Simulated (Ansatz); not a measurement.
HfO₂:
```
CELL_PARAMETERS angstrom
      5.09648     0.00000     0.00000
      0.00000     5.17804     0.00000
     -0.88063     0.00000     5.19682
ATOMIC_POSITIONS crystal
  Hf 0.27715 0.45704 0.70818
  Hf 0.72285 0.54296 0.29182
  Hf 0.72285 0.95704 0.79182
  Hf 0.27715 0.04296 0.20818
  O  0.44714 0.74181 0.98002
  O  0.55286 0.25819 0.01998
  O  0.55286 0.24181 0.51998
  O  0.44714 0.75819 0.48002
  O  0.07128 0.33744 0.34077
  O  0.92872 0.66256 0.65923
  O  0.92872 0.83744 0.15923
  O  0.07128 0.16256 0.84077
```

Relaxed with PBEsol.

Q: Give the optical modes at the zone centre with their infrared activity from DFPT, plane-wave PAW PBEsol (Ansatz code).

A: Transverse frequencies, without the LO–TO term; a row sums one degenerate level.

```csv
ω (cm⁻¹),degeneracy,IR ((D/Å)²/amu),activity,symmetry
116,1,0.00,IR-inactive,Ag
127,1,0.00,IR-inactive,Bg
130,1,0.04,IR,Au
130,1,0.00,IR-inactive,Ag
144,1,0.00,IR-inactive,Ag
163,1,0.00,IR-inactive,Bg
179,1,0.86,IR,Au
227,1,19.57,IR,Bu
238,1,0.00,IR-inactive,Bg
246,1,0.28,IR,Bu
249,1,0.00,IR-inactive,Ag
250,1,16.91,IR,Au
310,1,63.22,IR,Bu
324,1,0.00,IR-inactive,Ag
325,1,0.00,IR-inactive,Bg
331,1,26.27,IR,Bu
343,1,36.93,IR,Au
376,1,0.00,IR-inactive,Ag
385,1,42.35,IR,Bu
391,1,0.00,IR-inactive,Bg
400,1,28.43,IR,Au
482,1,0.00,IR-inactive,Ag
490,1,13.45,IR,Au
500,1,0.00,IR-inactive,Bg
502,1,19.85,IR,Bu
538,1,0.00,IR-inactive,Bg
557,1,0.00,IR-inactive,Ag
591,1,13.47,IR,Au
617,1,0.00,IR-inactive,Bg
641,1,0.05,IR,Au
651,1,0.00,IR-inactive,Ag
718,1,15.58,IR,Bu
755,1,0.00,IR-inactive,Bg
```

Q: How high does the top mode go among those that the LO–TO term moves?

A: 790 cm⁻¹ for q along x, 728 cm⁻¹ for q along y, 721 cm⁻¹ for q along z.

Space group P2_1/c. The cell was relaxed with PBEsol under the symmetry of its start. No spin polarisation was allowed. Scalar-relativistic: spin–orbit coupling is off unless named, which matters more the heavier the elements.

Potentials: the earlier of the program's two PAW sets. The files were generated under PBE; for other functionals the program regenerates the frozen cores, and for LDA and PBEsol the local potential too.
